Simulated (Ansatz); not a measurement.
LiNbO₃:
```yaml
crystal:
  lattice:
    - [2.56885, 1.48313, 4.62836]
    - [-2.56885, 1.48313, 4.62836]
    - [0.00000, -2.96625, 4.62836]
  atoms:
    - { symbol: Li, position: [0.71882, 0.71882, 0.71882] }
    - { symbol: Li, position: [0.21882, 0.21882, 0.21882] }
    - { symbol: Nb, position: [0.00081, 0.00081, 0.00081] }
    - { symbol: Nb, position: [0.50081, 0.50081, 0.50081] }
    - { symbol: O, position: [0.63899, 0.89296, 0.28132] }
    - { symbol: O, position: [0.89296, 0.28132, 0.63899] }
    - { symbol: O, position: [0.28132, 0.63899, 0.89296] }
    - { symbol: O, position: [0.13899, 0.78132, 0.39296] }
    - { symbol: O, position: [0.39296, 0.13899, 0.78132] }
    - { symbol: O, position: [0.78132, 0.39296, 0.13899] }
```

x, y and z are the axes in which the lattice vectors are written.

Question: Give the proper piezoelectric stress tensor with relaxed ions from DFT-r²SCAN in the program Ansatz with PAW potentials.

Answer: In C/m², rows x, y, z, Voigt columns; mesh uncertainty up to 0.01.
```
 0.00   0.00   0.00   0.00  -3.73   2.46
 2.46  -2.46   0.00  -3.73   0.00   0.00
-0.42  -0.42  -1.73   0.00   0.00   0.00
```

The elastic tensor of the same run (GPa):

```
  207   62.0   68.8   11.4    0.0    0.0
 62.0    207   68.8  -11.4    0.0    0.0
 68.8   68.8    241    0.0    0.0    0.0
 11.4  -11.4    0.0   58.8    0.0    0.0
  0.0    0.0    0.0    0.0   58.8   11.4
  0.0    0.0    0.0    0.0   11.4   72.3
```

Question: Convert to strain constants d = e·S.

Answer: In pC/N:
```
  0.0    0.0    0.0    0.0  -72.4   45.5
 22.7  -22.7    0.0  -72.4    0.0    0.0
  0.3    0.3   -7.4    0.0    0.0    0.0
```

Space group R3c. Symmetry was held in the r²SCAN relaxation. No spin polarisation was allowed. Signs of piezoelectric constants follow the polarity of the cell as given.

Potentials: the later of the program's two PAW sets.
